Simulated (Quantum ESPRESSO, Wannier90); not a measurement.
## TaSi2 (P6₂22), plane waves to Wannier functions

```
begin unit_cell_cart
ang
    4.7686301207    0.0000000000    0.0000000000
   -2.3843150604    4.1297548258    0.0000000000
    0.0000000000    0.0000000000    6.5214100000
end unit_cell_cart
begin atoms_frac
Ta   0.0000000000  0.5000000000  0.1666666667
Ta   0.5000000000  0.0000000000  0.5000000000
Ta   0.5000000000  0.5000000000 -0.1666666667
Si  -0.1586150000 -0.3172300000  0.5000000000
Si   0.1586150000 -0.1586150000 -0.1666666667
Si   0.3172300000  0.1586150000  0.1666666667
Si   0.1586150000  0.3172300000  0.5000000000
Si  -0.1586150000  0.1586150000 -0.1666666667
Si  -0.3172300000 -0.1586150000  0.1666666667
end atoms_frac
```

Cell from Materials Project (mp-517), symmetrised, no further relaxation. COD (Crystallography Open Database) has the formula in 2 space groups, this one among them (matched by group alone). Computed values, not measurements, from PBEsol: Quantum ESPRESSO (norm-conserving PseudoDojo potentials, cutoff 47 Ry, no spin polarisation, no spin-orbit coupling) on a Γ-centred 4×4×4 mesh, then Wannier90. Density: 12×12×6 mesh, cold smearing 0.01 Ry. Spin-orbit coupling is left out although heavy elements are present.

A tight-binding model is made by disentanglement and projection with no localisation steps (num_iter = 0), so the 51 orbitals stay atom-like: hydrogen-like Ta: s;p;d; Si: s;p, axes along x, y, z; frozen window up to 1.50 eV relative to the Fermi level. It follows pw.x to 25 meV rms for states up to 1.0 eV relative to the Fermi level. Matrix elements depend on this choice of orbitals and windows.

What are the on-site energies relative to the Fermi level, and how fast do the hoppings decay?


```json
[
 {"atom": "Ta1", "orbitals": "s", "energy (eV)": "2.90"},
 {"atom": "Ta1", "orbitals": "pz", "energy (eV)": "8.49"},
 {"atom": "Ta1", "orbitals": "px", "energy (eV)": "7.96"},
 {"atom": "Ta1", "orbitals": "py", "energy (eV)": "8.02"},
 {"atom": "Ta1", "orbitals": "dz2", "energy (eV)": "1.22"},
 {"atom": "Ta1", "orbitals": "dxz", "energy (eV)": "1.42"},
 {"atom": "Ta1", "orbitals": "dyz", "energy (eV)": "1.48"},
 {"atom": "Ta1", "orbitals": "dx2-y2", "energy (eV)": "1.33"},
 {"atom": "Ta1", "orbitals": "dxy", "energy (eV)": "1.31"},
 {"atom": "Ta2", "orbitals": "s", "energy (eV)": "2.90"},
 {"atom": "Ta2", "orbitals": "pz", "energy (eV)": "8.50"},
 {"atom": "Ta2", "orbitals": "px", "energy (eV)": "8.04"},
 {"atom": "Ta2", "orbitals": "py", "energy (eV)": "7.94"},
 {"atom": "Ta2", "orbitals": "dz2", "energy (eV)": "1.22"},
 {"atom": "Ta2", "orbitals": "dxz", "energy (eV)": "1.51"},
 {"atom": "Ta2", "orbitals": "dyz", "energy (eV)": "1.39"},
 {"atom": "Ta2", "orbitals": "dx2-y2", "energy (eV)": "1.30"},
 {"atom": "Ta2", "orbitals": "dxy", "energy (eV)": "1.34"},
 {"atom": "Ta3", "orbitals": "s", "energy (eV)": "2.90"},
 {"atom": "Ta3", "orbitals": "pz", "energy (eV)": "8.49"},
 {"atom": "Ta3", "orbitals": "px", "energy (eV)": "7.96"},
 {"atom": "Ta3", "orbitals": "py", "energy (eV)": "8.02"},
 {"atom": "Ta3", "orbitals": "dz2", "energy (eV)": "1.22"},
 {"atom": "Ta3", "orbitals": "dxz", "energy (eV)": "1.42"},
 {"atom": "Ta3", "orbitals": "dyz", "energy (eV)": "1.48"},
 {"atom": "Ta3", "orbitals": "dx2-y2", "energy (eV)": "1.33"},
 {"atom": "Ta3", "orbitals": "dxy", "energy (eV)": "1.31"},
 {"atom": "Si4", "orbitals": "s", "energy (eV)": "-3.85"},
 {"atom": "Si4", "orbitals": "pz", "energy (eV)": "2.69"},
 {"atom": "Si4", "orbitals": "px", "energy (eV)": "2.58"},
 {"atom": "Si4", "orbitals": "py", "energy (eV)": "2.54"},
 {"atom": "Si5", "orbitals": "s", "energy (eV)": "-3.85"},
 {"atom": "Si5", "orbitals": "pz", "energy (eV)": "2.69"},
 {"atom": "Si5", "orbitals": "px", "energy (eV)": "2.55"},
 {"atom": "Si5", "orbitals": "py", "energy (eV)": "2.57"},
 {"atom": "Si6", "orbitals": "s", "energy (eV)": "-3.85"},
 {"atom": "Si6", "orbitals": "pz", "energy (eV)": "2.69"},
 {"atom": "Si6", "orbitals": "px", "energy (eV)": "2.55"},
 {"atom": "Si6", "orbitals": "py", "energy (eV)": "2.57"},
 {"atom": "Si7", "orbitals": "s", "energy (eV)": "-3.85"}
]
```

```csv
distance of the centres (Å),largest modulus (eV)
2–3,3.1
3–4,0.88
4–5,0.56
5–6,0.94
6–7,0.57
7–8,0.15
```
